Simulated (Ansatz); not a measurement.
MoSe in the zincblende structure

Computed with Ansatz (plane waves, PAW, 420 eV cutoff): PBE, scalar-relativistic, collinear spin, Γ-centred 10×10×10 mesh, 0.05 eV Gaussian smearing; PAW files: Ansatz's generated set soft_2.

```yaml
crystal:
  lattice:
    - [0.00000, 2.84052, 2.84052]
    - [2.84052, 0.00000, 2.84052]
    - [2.84052, 2.84052, 0.00000]
  atoms:
    - { symbol: Mo, position: [0.00000, 0.00000, 0.00000] }
    - { symbol: Se, position: [0.25000, 0.25000, 0.25000] }
```

The start was a prototype's sites filled with these elements, not a measured cell.

Magnetic state: ferromagnetic, site spin moments Mo 0.83 μB.

The cell above was scaled in volume, its shape and atoms being fixed by the lattice's symmetry. Energies are counted from the cell above.

```csv
V (Å³/atom),ΔE (meV/atom),P (GPa),largest moment (μB)
21.66,21.2,4.6,0.00
22.00,11.8,4.5,0.78
22.46,2.6,2.0,0.80
22.92,0.0,-0.1,0.83
23.38,?,?,?
23.84,10.7,-3.6,0.90
24.52,31.2,-5.9,0.93
25.21,60.7,-7.8,0.95
```

**Question.** Fill in the withheld row.

**Answer.** ΔE (meV/atom): 2.9, P (GPa): -1.9, largest moment (μB): 0.88.

**Question.** Can a bulk modulus be trusted from these points?

**Answer.** No. The site moments jump between neighbouring points, so the points belong to different magnetic states and not to one curve.

The magnetic state changes along the curve.

The run wasn't fully tested for a lower electronic state. Site moments are of spin, integrated over atomic spheres. The moments were started parallel, and the real magnetic order may be another. The run is a metal.
